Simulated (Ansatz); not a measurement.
Ansatz (a program for electronic structure) input:

Ansatz 0.2 input:
```yaml
crystal:
  lattice:
    - [-2.6236661842, 4.7537703693, 4.4516630768]
    - [2.6236661842, -4.7537703693, 4.4516630768]
    - [2.6236661842, 4.7537703693, -4.4516630768]
  atoms:
    - { symbol: Si, position: [0.9277140646, 0.8442148681, 0.0834991966] }
    - { symbol: Si, position: [0.0722859354, 0.1557851319, 0.9165008034] }
    - { symbol: Si, position: [0.2607156715, 0.8442148681, 0.4165008034] }
    - { symbol: Si, position: [0.7392843285, 0.1557851319, 0.5834991966] }
    - { symbol: O, position: [0.1280684052, 0.8780684052, 0.25] }
    - { symbol: O, position: [0.8719315948, 0.1219315948, 0.75] }
    - { symbol: O, position: [0.79061966, 0.5, 0.79061966] }
    - { symbol: O, position: [0.20938034, 0.5, 0.20938034] }
    - { symbol: O, position: [0.20938034, 0.0, 0.70938034] }
    - { symbol: O, position: [0.79061966, 0.0, 0.29061966] }
    - { symbol: O, position: [0.0, 0.0, 0.0] }
    - { symbol: O, position: [0.5, 0.0, 0.5] }
kpoints:
  mp_grid: { grid: [6, 6, 6] }
hamiltonian:
  xc: r2scan
  pseudopotentials: { azcp: { folder: ./paw }, kind: paw }
scf:
  occupations: { method: fixed }
elastic: { mode: relaxed_ion, stencil: two_point, amplitude: 0.005, f_tol: 0.0005 }
```

Output (shortened):

```
Pseudopotential: Si, paw, valence charge 4
Pseudopotential: O, paw, valence charge 6
Functional definition: r2SCAN
Crystal: 12 atoms, lattice volume = 222.090 Å³
Basis set: ecut = 500 eV, 5649 PW (Γ), exchange–correlation on 216×216×216 points (64 copies of the dense FFT grid, shifted against one another)
Bands: 44, of which v1, the nominal top of the filled ones, is band 32 counted from 1 (31 counted from 0)
Symmetry: 8 space group operations
Space group: Imma (ITA 74), of the structure as read, at distance tolerance 6.1e-5 Å
k-points: 46 of 216
SCF 1 converged in 15 iterations: F = -7120.147687 eV  dr2 = 3.70e-14
relax step   1: F+E_penalty+E_count = -7120.14768725 eV  Δ(F+E_penalty+E_count) = +0.000e0 eV  max|allowed force component| = 1.049e-3 eV/Å  Δτ_max = 0.0000 Å  (15 SCF iters, accepted)
Crystal: 12 atoms, lattice volume = 222.090 Å³
SCF 2 converged in 8 iterations: F = -7120.147687 eV  dr2 = 1.11e-14
relax step   2: F+E_penalty+E_count = -7120.14768728 eV  Δ(F+E_penalty+E_count) = -2.911e-8 eV  max|allowed force component| = 6.933e-4 eV/Å  Δτ_max = 0.0000 Å  (8 SCF iters, accepted)
Crystal: 12 atoms, lattice volume = 222.090 Å³
SCF 3 converged in 7 iterations: F = -7120.147687 eV  dr2 = 3.36e-14
relax step   3: F+E_penalty+E_count = -7120.14768734 eV  Δ(F+E_penalty+E_count) = -5.446e-8 eV  max|allowed force component| = 1.872e-4 eV/Å  Δτ_max = 0.0001 Å  (7 SCF iters, accepted)
Crystal: 12 atoms, lattice volume = 222.090 Å³
SCF 4 converged in 10 iterations: F = -7120.147687 eV  dr2 = 6.21e-16
Crystal: 12 atoms, lattice volume = 222.090 Å³
SCF 5 converged in 2 iterations: F = -7120.147687 eV  dr2 = 3.99e-16
Crystal: 12 atoms, lattice volume = 220.980 Å³
Basis set: ecut = 500 eV, 5617 PW (Γ), exchange–correlation on 216×216×216 points (64 copies of the dense FFT grid, shifted against one another)
SCF 6 converged in 11 iterations: F = -7120.142507 eV  dr2 = 3.75e-14
relax step   1: F+E_penalty+E_count = -7120.14250746 eV  Δ(F+E_penalty+E_count) = +0.000e0 eV  max|allowed force component| = 1.723e-1 eV/Å  Δτ_max = 0.0000 Å  (11 SCF iters, accepted)
Crystal: 12 atoms, lattice volume = 220.980 Å³
SCF 7 converged in 10 iterations: F = -7120.143951 eV  dr2 = 8.53e-14
relax step   2: F+E_penalty+E_count = -7120.14395086 eV  Δ(F+E_penalty+E_count) = -1.443e-3 eV  max|allowed force component| = 2.741e-2 eV/Å  Δτ_max = 0.0025 Å  (10 SCF iters, accepted)
Crystal: 12 atoms, lattice volume = 220.980 Å³
SCF 8 converged in 10 iterations: F = -7120.144064 eV  dr2 = 1.99e-14
relax step   3: F+E_penalty+E_count = -7120.14406411 eV  Δ(F+E_penalty+E_count) = -1.133e-4 eV  max|allowed force component| = 3.090e-3 eV/Å  Δτ_max = 0.0028 Å  (10 SCF iters, accepted)
Crystal: 12 atoms, lattice volume = 220.980 Å³
SCF 9 converged in 10 iterations: F = -7120.144078 eV  dr2 = 3.09e-14
relax step   4: F+E_penalty+E_count = -7120.14407767 eV  Δ(F+E_penalty+E_count) = -1.356e-5 eV  max|allowed force component| = 9.518e-4 eV/Å  Δτ_max = 0.0028 Å  (10 SCF iters, accepted)
Crystal: 12 atoms, lattice volume = 220.980 Å³
SCF 10 converged in 9 iterations: F = -7120.144079 eV  dr2 = 9.85e-14
relax step   5: F+E_penalty+E_count = -7120.14407854 eV  Δ(F+E_penalty+E_count) = -8.699e-7 eV  max|allowed force component| = 4.412e-5 eV/Å  Δτ_max = 0.0004 Å  (9 SCF iters, accepted)
Crystal: 12 atoms, lattice volume = 220.980 Å³
SCF 11 converged in 2 iterations: F = -7120.144079 eV  dr2 = 1.38e-14
[...]
relax step   3: F+E_penalty+E_count = -7120.14772823 eV  Δ(F+E_penalty+E_count) = -6.102e-4 eV  max|allowed force component| = 3.993e-2 eV/Å  Δτ_max = 0.0041 Å  (11 SCF iters, accepted)
Crystal: 12 atoms, lattice volume = 222.089 Å³
SCF 74 converged in 11 iterations: F = -7120.147841 eV  dr2 = 4.31e-15
relax step   4: F+E_penalty+E_count = -7120.14784066 eV  Δ(F+E_penalty+E_count) = -1.124e-4 eV  max|allowed force component| = 6.360e-4 eV/Å  Δτ_max = 0.0054 Å  (11 SCF iters, accepted)
Crystal: 12 atoms, lattice volume = 222.089 Å³
SCF 75 converged in 10 iterations: F = -7120.147845 eV  dr2 = 7.34e-14
relax step   5: F+E_penalty+E_count = -7120.14784476 eV  Δ(F+E_penalty+E_count) = -4.095e-6 eV  max|allowed force component| = 2.225e-4 eV/Å  Δτ_max = 0.0027 Å  (10 SCF iters, accepted)
Crystal: 12 atoms, lattice volume = 222.089 Å³
SCF 76 converged in 2 iterations: F = -7120.147845 eV  dr2 = 4.22e-15
SCF converged after 2 iterations
Stability not checked: this state was not tested for a lower state beside it, because too few of the mixer's solves of this state at the end of the SCF gave a …
Free energy (F): -7120.147687 eV
Harris-Foulkes:  -7120.147687 eV  (|F-HF|=5.46e-12)
Internal energy: -7120.147687 eV  (E = F + TS)
E sigma→0 (E₀):  -7120.147687 eV
Fermi energy:    -0.938325 eV
--- Per-component energies (eV) ---
  E_band       = -529.831726
  E_kinetic    = 1568.095555
  E_local      = -6031.723456  (includes V_loc(G=0)·N_el)
  E_nonlocal   = 499.000248
  E_hartree    = 2393.031251
  E_xc         = -785.998274
  E_vxc        = -1036.601965  (∫ρ·V_xc dr)
  E_paw        = -3402.020106  (= ΣΔE_a)
  E_vpaw       = -380.128894  (= ΣTr[D̂ρ^β])
  E_aug_tail   = 0.002206  (compensation charges beyond the density's cutoff)
  E_vtau       = 65.462078  (kinetic-family band-sum trace: ∫τ·v_τ [+ j·A + Jᵃ·Aᵃ] dr)
  E_ewald      = -1359.973850
  E_core_change = -0.561261  (= ΣΔE_core)
  E_smearing   =  0.000000  (= −TS)
  E_closure    =  0.000000  (closes the sum)
  Σ components = -7120.147687   (vs F -7120.147687, Δ=0.00e0)
--- Forces (eV/Å), atoms counted from 1 ---
  atom   1  Si     0.00000000    -0.00013108     0.00018716
  atom   2  Si     0.00000000     0.00013108    -0.00018716
  atom   3  Si     0.00000000     0.00013108     0.00018716
  atom   4  Si     0.00000000    -0.00013108    -0.00018716
  atom   5  O      0.00000000     0.00000000     0.00018253
  atom   6  O      0.00000000     0.00000000    -0.00018253
  atom   7  O      0.00000000     0.00005538     0.00000000
  atom   8  O      0.00000000    -0.00005538     0.00000000
  atom   9  O      0.00000000    -0.00005538     0.00000000
  atom  10  O      0.00000000     0.00005538     0.00000000
  atom  11  O      0.00000000     0.00000000     0.00000000
  atom  12  O      0.00000000     0.00000000     0.00000000
  max |Σ_I F_I| component: 3.79e-19 eV/Å
--- Stress (GPa, compression-positive) ---
        0.003812       0.000000       0.000000
        0.000000      -0.001478       0.000000
        0.000000       0.000000      -0.002678
  P = ⅓ Tr σ = -0.0001 GPa (-0.001 kbar)
--- Band table (eV; the first three rows and the last of 46) ---
  k-point 0: bands = ["-21.4332", "-20.5219", "-20.0483", "-20.0074", "-19.4756", "-19.4188", "-19.4087", "-19.4000", "-9.9585", "-9.5276", "-8.9625", "-6.8117", "-6.6904", "-6.6480", "-6.6187", "-6.0884", "-4.4345", "-4.2073", "-3.5880", "-3.5563", …
  k-point 1: bands = ["-21.3667", "-20.4776", "-20.2428", "-19.9625", "-19.4688", "-19.4163", "-19.4103", "-19.4022", "-9.9488", "-9.2348", "-9.0295", "-6.8141", "-6.7646", "-6.6794", "-6.5903", "-6.0727", "-4.4208", "-4.2475", "-3.7024", "-3.4940", …
  k-point 2: bands = ["-21.1761", "-20.5548", "-20.3560", "-20.0369", "-19.4517", "-19.4226", "-19.4081", "-19.4069", "-9.7898", "-9.2250", "-8.5921", "-7.2116", "-6.6925", "-6.6869", "-6.4782", "-6.1126", "-4.4111", "-4.3508", "-3.7592", "-3.4792", …
  k-point 45: bands = ["-21.0491", "-20.9844", "-20.5340", "-19.4392", "-19.4291", "-19.4186", "-19.4075", "-19.3985", "-10.9426", "-8.7256", "-7.7972", "-7.7556", "-6.9576", "-6.4706", "-6.2823", "-6.2644", "-4.2861", "-4.2045", "-3.8513", "-3.7367", …
--- Elastic constants: 6 strain directions × 2 members + reference (group order 8) ---
  dense FFT box of the reference and of every strained cell: 54×54×54
  strains applied: 11, 22, 33, 23, 13, 12; error gains …
  reference relaxed by the batch: 3 steps …
  largest displacement 7.4e-5 Å; the constants are those of the deck's cell at these positions:
  atoms:
    - { symbol: Si, position: [0.9277145570405955, 0.8442137387704381, 0.08350081827015732] }
    - { symbol: Si, position: [0.07228544295940453, 0.1557862612295618, 0.9164991817298427] }
    - { symbol: Si, position: [0.2607129205002809, 0.844213738770438, 0.4164991817298427] }
    - { symbol: Si, position: [0.7392870794997192, 0.1557862612295619, 0.5835008182701573] }
    - { symbol: O, position: [0.12807671726896602, 0.878076717268966, 0.24999999999999994] }
    - { symbol: O, position: [0.871923282731034, 0.12192328273103405, 0.75] }
    - { symbol: O, position: [0.7906228009463034, 0.5, 0.7906228009463033] }
    - { symbol: O, position: [0.20937719905369656, 0.5, 0.20937719905369653] }
    - { symbol: O, position: [0.20937719905369656, -8.326672684688674e-17, 0.7093771990536966] }
    - { symbol: O, position: [0.7906228009463034, -2.7755575615628914e-17, 0.29062280094630344] }
    - { symbol: O, position: [0.0, 0.0, 0.0] }
    - { symbol: O, position: [0.5, 0.0, 0.5] }
  C = ∂σ_k/∂η_j (tension-positive GPa; Voigt order 11 22 33 23 13 12):
       206.737     48.622    112.003      0.000      0.000      0.000
        48.653     44.510     86.285      0.000      0.000      0.000
       111.989     86.241    212.315      0.000      0.000      0.000
         0.000      0.000      0.000     50.164      0.000      0.000
         0.000      0.000      0.000      0.000     20.526      0.000
         0.000      0.000      0.000      0.000      0.000     -8.767
  reference stress σ⁰ (GPa):     -0.004      0.001      0.003      0.000      0.000      0.000
  moduli (Voigt/Reuss/Hill, GPa): K = 106.37/23.54/64.96   G = 26.83/25.10/25.96   E = 68.74   ν = 0.324
  mechanically stable: NO (min eigenvalue of sym C = -8.77 GPa)
  strain η (Voigt 11):  stress-route row diagonal C_11 = 206.74 GPa, energy-path curvature d²(F+E_count+ΔE)/dδ²/Ω₀ = 206.75 GPa
         δ    σ_11 (GPa)             F (eV)   n_scf  n_hpsi   n_pw
    -5.000e-3      -1.0426       -7120.1440785       2   16179   5636   relax 5 steps, max|allowed force component| 4.41e-5 eV/Å
     5.000e-3       1.0248       -7120.1441369       2   16090   5696   relax 5 steps, max|allowed force component| 3.97e-6 eV/Å
  strain η (Voigt 22):  stress-route row diagonal C_22 = 44.51 GPa, energy-path curvature d²(F+E_count+ΔE)/dδ²/Ω₀ = 44.45 GPa
         δ    σ_22 (GPa)             F (eV)   n_scf  n_hpsi   n_pw
    -5.000e-3      -0.2065       -7120.1469438       2   16124   5637   relax 5 steps, max|allowed force component| 2.52e-4 eV/Å
     5.000e-3       0.2386       -7120.1468861       2   16089   5696   relax 4 steps, max|allowed force component| 4.73e-4 eV/Å
  strain η (Voigt 33):  stress-route row diagonal C_33 = 212.32 GPa, energy-path curvature d²(F+E_count+ΔE)/dδ²/Ω₀ = 212.32 GPa
         δ    σ_33 (GPa)             F (eV)   n_scf  n_hpsi   n_pw
    -5.000e-3      -1.0649       -7120.1440140       2   16056   5641   relax 5 steps, max|allowed force component| 8.42e-5 eV/Å
     5.000e-3       1.0583       -7120.1439868       2   16115   5696   relax 4 steps, max|allowed force component| 3.68e-5 eV/Å
  strain η (Voigt 23):  stress-route row diagonal C_44 = 50.16 GPa, energy-path curvature d²(F+E_count+ΔE)/dδ²/Ω₀ = 50.17 GPa
         δ    σ_23 (GPa)             F (eV)   n_scf  n_hpsi   n_pw
    -5.000e-3      -0.2508       -7120.1468153       2   23814   5672   relax 4 steps, max|allowed force component| 2.86e-4 eV/Å
     5.000e-3       0.2508       -7120.1468153       2   23787   5672   relax 3 steps, max|allowed force component| 4.43e-4 eV/Å
  strain η (Voigt 13):  stress-route row diagonal C_55 = 20.53 GPa, energy-path curvature d²(F+E_count+ΔE)/dδ²/Ω₀ = 20.49 GPa
         δ    σ_13 (GPa)             F (eV)   n_scf  n_hpsi   n_pw
    -5.000e-3      -0.1027       -7120.1473296       2   23762   5662   relax 7 steps, max|allowed force component| 1.34e-4 eV/Å
     5.000e-3       0.1025       -7120.1473295       2   23794   5662   relax 5 steps, max|allowed force component| 2.81e-4 eV/Å
  strain η (Voigt 12):  stress-route row diagonal C_66 = -8.77 GPa, energy-path curvature d²(F+E_count+ΔE)/dδ²/Ω₀ = -9.24 GPa
         δ    σ_12 (GPa)             F (eV)   n_scf  n_hpsi   n_pw
    -5.000e-3       0.0439       -7120.1478449       2   23800   5660   relax 7 steps, max|allowed force component| 3.16e-5 eV/Å
     5.000e-3      -0.0438       -7120.1478448       2   23976   5660   relax 5 steps, max|allowed force component| 2.23e-4 eV/Å
```

Cost: very roughly 40 core-minutes on shared cores.

The workflow started from a Materials Project entry (that database holds measured and hypothetical structures alike); the Crystallography Open Database copy checked does not list it. It is not the phase usual at ambient conditions (space group No. 92, 152, 154). The r²SCAN relaxation kept the symmetry of its start. At this level the phase is dynamically unstable (imaginary phonons).

Potentials: the earlier of the program's two PAW sets.

Ansatz is a plane-wave DFT program.
